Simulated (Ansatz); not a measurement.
## WC: one atom moved over a plane

These are results of Ansatz, DFT r2SCAN, scalar-relativistic, plane waves, PAW, not measurements. Settings: plane waves to 500 eV, k-mesh 18×18×16 (Γ-centred), Gaussian smearing 0.15 eV. Spin–orbit coupling is left out, which can shift energies with elements as heavy as these. No spin polarisation. Energies are free energies at this smearing, counted from the undisturbed cell; pressure is positive in compression.

Reference structure (as given, not relaxed at this level; it stands at 4.3 GPa):

```xyz
2
Lattice="2.9005 0.0000 0.0000 -1.4503 2.5119 0.0000 0.0000 0.0000 2.8290" Properties=species:S:1:pos:R:3 pbc="T T T"
W     2.9005    0.0000    0.0000
C     1.4503    0.8373    1.4145
```

Atom 1 (W) is moved by p along (0.707, 0.707, 0.000) and q along (0.000, 0.000, 1.000) (Å), all else fixed. Points are written (p, q).

Energy above the undisturbed cell in eV/cell (a dash: not computed):

```
 p \ q  -0.450  -0.225  0.000  0.225  0.450
-0.450    3.50    1.85   1.31   1.85   3.50
-0.225    2.20       –   0.38      –   2.20
 0.000    1.65    0.38   0.00   0.38   1.65
 0.225       ?       –   0.43      –      ?
 0.450    4.70       ?      ?      ?   4.70
```

Task: Fill in the withheld energies.

Result: (0.225, -0.450): 2.35; (0.225, 0.450): 2.35; (0.450, -0.225): 2.45; (0.450, 0.000): 1.71; (0.450, 0.225): 2.45.